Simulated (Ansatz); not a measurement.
BaZrO3 (cubic perovskite)

```xyz
5
Lattice="4.1806 0.0000 0.0000 0.0000 4.1806 0.0000 0.0000 0.0000 4.1806" Properties=species:S:1:pos:R:3 pbc="T T T"
Ba     0.0000     0.0000     0.0000
Zr     2.0903     2.0903     2.0903
O      0.0000     2.0903     2.0903
O      2.0903     2.0903     0.0000
O      2.0903     0.0000     2.0903
```

Equation-of-state scan: isotropic scaling of the cell above, V₀ being its volume. Symmetry pins the atoms to their sites.

All values below come from PBEsol (plane waves to 420 eV, PAW, scalar-relativistic; Ansatz, a program for electronic structure). k mesh 8×8×8 (Γ-centred), Fermi-Dirac smearing 0.05 eV. The energy includes the smearing's −TS. BaZrO3 is run without spin polarisation. BaZrO3 was relaxed with its symmetry unable to fall. The zero of ΔE is the relaxed starting cell.

**Question.** Give the computed ΔE (kJ/mol of atoms) at V/V₀ = 0.936, 0.968, 1.032, 1.064, 1.128, 1.160.

**Answer.** 
| V/V₀ | ΔE (kJ/mol of atoms) |
|---|---|
| 0.936 | 3.31 |
| 0.968 | 0.78 |
| 1.032 | 0.69 |
| 1.064 | 2.61 |
| 1.128 | 9.43 |
| 1.160 | 14.00 |

(A scan under strain: stresses follow from slopes of the energy per volume, elastic moduli from its curvatures.)
